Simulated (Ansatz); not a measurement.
A relaxed 1×1 slab of 5 planes, cut along (0001) from a hcp crystal of one element, has a cell area of 7.49 Å² and a bulk spacing of 2.324 Å between its first planes. All-electron LAPW in Ansatz 0.2.0 (PBE, scalar-relativistic, no spin polarisation) gives γ = 1.97 J/m², Φ = 4.45 eV and a change of the outer spacing of -7.2 %. The hcp structure needn't be the element's own.

**Question.** Which element is it?

**Answer.** Ti. This is the case that was computed; others weren't tested.
